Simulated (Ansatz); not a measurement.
Al (A15 (β-W type), space group No. 223) under volume change, the program Ansatz at the r²SCAN level (PAW), scaled uniformly.

| V (Å³/atom) | E − E(relaxed) (meV/atom) | P (GPa) |
|---|---|---|
| 14.833 | 42.6 | 10.10 |
| 15.322 | 17.9 | 6.19 |
| 15.811 | 4.2 | 2.85 |
| 16.300 | 0.0 | 0.00 |
| 16.789 | [?] | [?] |
| 17.278 | [?] | [?] |
| 17.767 | 30.9 | -6.21 |

What belongs in the gaps?


- 16.789, E − E(relaxed) (meV/atom): 3.8
- 16.789, P (GPa): -2.43
- 17.278, E − E(relaxed) (meV/atom): 14.4
- 17.278, P (GPa): -4.49

What does a third-order Birch–Murnaghan fit give for V₀, B₀ and B′?

V₀ = 16.30 Å³/atom, B₀ = 87.2 GPa, B′ = 4.4.

Space group Pm-3n (A15 (β-W type)). The start of the workflow was typed in or built on a structure type; neither database checked (COD, Materials Project) lists it. It is not the phase usual at ambient conditions (space group No. 225). The cell was relaxed with r²SCAN under the symmetry of its start; whether a distortion lowers the energy is not shown.

Potentials: the later of the program's two PAW sets.
